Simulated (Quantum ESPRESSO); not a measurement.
Ge7As, input and log of a self-consistent run

Computed values, not a measurement. The program is pw.x of Quantum ESPRESSO 7.5 (plane-wave density functional theory). The cell is made up: 8 atoms on a zincblende/diamond lattice, with randomly drawn elements, strain and displacements, not relaxed. PseudoDojo standard norm-conserving files (v0.5 for PBE, v0.4.1 for LDA and PBEsol) set the functional; there is no spin polarisation, spin-orbit coupling or dispersion term, and the masses in the input are unused placeholders. A spin-polarised start on this cell or one of its family kept no moment.

Input:

```
&control calculation='scf', pseudo_dir='./dojo.nc.sr.pbe.v0_5.standard.upf', outdir='./o', disk_io='low', tprnfor=.true., tstress=.true. /
&system ibrav=0, nat=8, ntyp=2, nbnd=67, ecutwfc=84.00895049, nosym=.true., tot_charge=0,
 occupations='smearing', smearing='fd', degauss=0.0073498644
/
&electrons conv_thr=7.350e-09, electron_maxstep=60, /
ATOMIC_SPECIES
As 1.0 As.upf
Ge 1.0 Ge.upf
CELL_PARAMETERS angstrom
5.6111 -0.0459 0.0423
-0.0459 5.7419 0.0097
0.0423 0.0097 5.6107
ATOMIC_POSITIONS angstrom
Ge 0.0171 -0.0371 -0.0085
Ge -0.0165 2.8762 2.762
As 2.8152 -0.0207 2.823
Ge 2.7566 2.8263 0.0253
Ge 1.4242 1.4605 1.3793
Ge 1.4096 4.308 4.1497
Ge 4.1838 1.3988 4.2564
Ge 4.1531 4.2807 1.4303
K_POINTS automatic
6 6 6 1 1 1
```

The log is shortened where brackets say so; the opening notice, blank lines, dates and the lines on written files are dropped, and the path of the files is cut. It prints rydbergs, bohrs and kilobars, and counts compression as positive stress.

```
     Program PWSCF v.7.5
     Parallel version (MPI & OpenMP), running on       4 processor cores
     Number of MPI processes:                 4
     Threads/MPI process:                     1
     [start-up lines left out]
     bravais-lattice index     =            0
     lattice parameter (alat)  =      10.6041  a.u.
     unit-cell volume          =    1219.7276 (a.u.)^3
     number of atoms/cell      =            8
     number of atomic types    =            2
     number of electrons       =       113.00
     number of Kohn-Sham states=           67
     kinetic-energy cutoff     =      84.0090  Ry
     charge density cutoff     =     336.0358  Ry
     scf convergence threshold =      7.3E-09
     mixing beta               =       0.7000
     number of iterations used =            8  plain     mixing
     Exchange-correlation= PBE
                           (   1   4   3   4   0   0   0)
     [axes and pseudopotential details left out]
   Cartesian axes
     site n.     atom                  positions (alat units)
         1        Ge     tau(   1) = (   0.0030473  -0.0066115  -0.0015148  )
         2        Ge     tau(   2) = (  -0.0029404   0.5125594   0.4922081  )
         3        As     tau(   3) = (   0.5016888  -0.0036889   0.5030788  )
         4        Ge     tau(   4) = (   0.4912458   0.5036669   0.0045086  )
         5        Ge     tau(   5) = (   0.2538026   0.2602715   0.2458011  )
         6        Ge     tau(   6) = (   0.2512008   0.7677164   0.7395062  )
         7        Ge     tau(   7) = (   0.7455831   0.2492762   0.7585209  )
         8        Ge     tau(   8) = (   0.7401121   0.7628513   0.2548897  )
     number of k points=   108  Fermi-Dirac smearing, width (Ry)=  0.0073
     Number of k-points >= 100: set verbosity='high' to print them.
     Dense  grid:   126841 G-vectors     FFT dimensions: (  64,  64,  64)
     Estimated max dynamical RAM per process >     632.23 MB
     Estimated total dynamical RAM >       2.38 GB
     Initial potential from superposition of free atoms
     starting charge     112.9940, renormalised to     113.0000
     Starting wfcs are   72 randomized atomic wfcs
     total cpu time spent up to now is       11.3 secs
     per-process dynamical memory:   558.7 Mb
     Self-consistent Calculation
     iteration #  1     ecut=    84.01 Ry     beta= 0.70
     Davidson diagonalization with overlap
     ethr =  1.00E-02,  avg # of iterations =  3.4
     Threshold (ethr) on eigenvalues was too large:
     Diagonalizing with lowered threshold
     Davidson diagonalization with overlap
     ethr =  1.05E-04,  avg # of iterations =  7.6
     total cpu time spent up to now is       76.4 secs
     total energy              =   -1462.55674413 Ry
     estimated scf accuracy    <       0.13074508 Ry
     iteration #  2     ecut=    84.01 Ry     beta= 0.70
     Davidson diagonalization with overlap
     ethr =  1.16E-04,  avg # of iterations =  2.0
     total cpu time spent up to now is       99.9 secs
     total energy              =   -1462.55782866 Ry
     estimated scf accuracy    <       0.02052123 Ry
     iteration #  3     ecut=    84.01 Ry     beta= 0.70
     Davidson diagonalization with overlap
     ethr =  1.82E-05,  avg # of iterations =  3.9
     total cpu time spent up to now is      131.9 secs
     total energy              =   -1462.56155974 Ry
     estimated scf accuracy    <       0.02423177 Ry
     iteration #  4     ecut=    84.01 Ry     beta= 0.70
     Davidson diagonalization with overlap
     ethr =  1.82E-05,  avg # of iterations =  2.4
     total cpu time spent up to now is      156.3 secs
     total energy              =   -1462.56618198 Ry
     estimated scf accuracy    <       0.00018091 Ry
     iteration #  5     ecut=    84.01 Ry     beta= 0.70
     Davidson diagonalization with overlap
     ethr =  1.60E-07,  avg # of iterations =  6.5
     total cpu time spent up to now is      192.6 secs
     total energy              =   -1462.56625583 Ry
     estimated scf accuracy    <       0.00003196 Ry
     iteration #  6     ecut=    84.01 Ry     beta= 0.70
     Davidson diagonalization with overlap
     ethr =  2.83E-08,  avg # of iterations =  2.3
     total cpu time spent up to now is      218.0 secs
     total energy              =   -1462.56626101 Ry
     estimated scf accuracy    <       0.00000347 Ry
     iteration #  7     ecut=    84.01 Ry     beta= 0.70
     Davidson diagonalization with overlap
     ethr =  3.07E-09,  avg # of iterations =  2.3
     total cpu time spent up to now is      242.5 secs
     total energy              =   -1462.56626170 Ry
     estimated scf accuracy    <       0.00000053 Ry
     iteration #  8     ecut=    84.01 Ry     beta= 0.70
     Davidson diagonalization with overlap
     ethr =  4.70E-10,  avg # of iterations =  2.0
     total cpu time spent up to now is      268.6 secs
     total energy              =   -1462.56626183 Ry
     estimated scf accuracy    <       0.00000004 Ry
     iteration #  9     ecut=    84.01 Ry     beta= 0.70
     Davidson diagonalization with overlap
     ethr =  3.22E-11,  avg # of iterations =  3.6
     total cpu time spent up to now is      298.3 secs
     total energy              =   -1462.56626184 Ry
     estimated scf accuracy    <          9.1E-09 Ry
     iteration # 10     ecut=    84.01 Ry     beta= 0.70
     Davidson diagonalization with overlap
     ethr =  8.06E-12,  avg # of iterations =  2.1
     total cpu time spent up to now is      322.2 secs
     End of self-consistent calculation
     Number of k-points >= 100: set verbosity='high' to print the bands.
     the Fermi energy is    10.2758 ev
!    total energy              =   -1462.56626184 Ry
     estimated scf accuracy    <          1.7E-09 Ry
     smearing contrib. (-TS)   =      -0.00615614 Ry
     internal energy E=F+TS    =   -1462.56010571 Ry
     The total energy is F=E-TS. E is the sum of the following terms:
     one-electron contribution =    -758.26709372 Ry
     hartree contribution      =     453.27627444 Ry
     xc contribution           =    -353.18672251 Ry
     ewald contribution        =    -804.38256391 Ry
     convergence has been achieved in  10 iterations
     Forces acting on atoms (cartesian axes, Ry/au):
     atom    1 type  2   force =     0.00014677    0.01858454   -0.01079481
     atom    2 type  2   force =    -0.00771629   -0.00305864    0.00293722
     atom    3 type  1   force =     0.00771944    0.02171180   -0.02133706
     atom    4 type  2   force =     0.01145182    0.03370879   -0.02524728
     atom    5 type  2   force =    -0.03602977   -0.01884619    0.01076562
     atom    6 type  2   force =    -0.02156019   -0.03447955    0.03777595
     atom    7 type  2   force =     0.03360469    0.00602393    0.01271457
     atom    8 type  2   force =     0.01238353   -0.02364467   -0.00681421
     Total force =     0.101816     Total SCF correction =     0.000224
     Computing stress (Cartesian axis) and pressure
          total   stress  (Ry/bohr**3)                   (kbar)     P=       59.79
   0.00040703   0.00009949  -0.00013369           59.88       14.64      -19.67
   0.00009949   0.00038729  -0.00003232           14.64       56.97       -4.75
  -0.00013369  -0.00003232   0.00042500          -19.67       -4.75       62.52
     init_run     :     10.80s CPU     11.24s WALL (       1 calls)
     electrons    :    307.15s CPU    310.92s WALL (       1 calls)
     forces       :      3.28s CPU      3.31s WALL (       1 calls)
     stress       :     11.52s CPU     11.78s WALL (       1 calls)
     [timing details left out]
     PWSCF        :   5m32.89s CPU   5m37.49s WALL
     JOB DONE.
```

In other units: free energy -19899.228 eV for the cell, pressure 5.98 GPa, largest force component 0.971 eV/Å. A rerun of this cell at 1437 eV and a 8 x 8 x 8 mesh moved values by no more than 0.006 eV in energy, 0.05 GPa in stress and 0.011 eV/Å in force.